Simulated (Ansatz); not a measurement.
Input and command of a plane-wave DFT calculation in Ansatz:

```yaml
crystal:
  lattice:
    - [2.7771324357, 0.0, 0.0]
    - [0.0, 2.7771324357, 0.0]
    - [0.0, 0.0, 3.9355956832]
  atoms:
    - { symbol: Ni, position: [0.0, 0.0, 0.0], spin: 2.5 }
    - { symbol: Os, position: [0.5, 0.5, 0.5] }
basis:
  ecutwfc: 420
kpoints:
  mp_grid: { grid: [16, 16, 12] }
hamiltonian:
  xc: pbe
scf:
  occupations: { method: gaussian, width: 0.1 }
  lower_state_search: "off"
output:
  forces: true
  stress: true
  eigenvalues: true
  populations: true
magnetization:
  spin_polarized: true
```

```bash
ansatz run input.yaml --threads 1 --pin off --max-ram 2560MiB --backend cpu --events-out ev --progress --plain --runs-dir out
```

Processor: Arm Neoverse V1, 1 thread, on a host shared with other jobs.

Q: Estimate time, memory and problem size.

A: About 53 s on 1 thread of Arm Neoverse V1 (shared host), peak memory 0.55 GiB. It solves 23 bands at 315 k points (the mesh reduced by the symmetry that the task leaves, which can be less than the crystal's) with about 609 plane waves, in 22 SCF iterations.
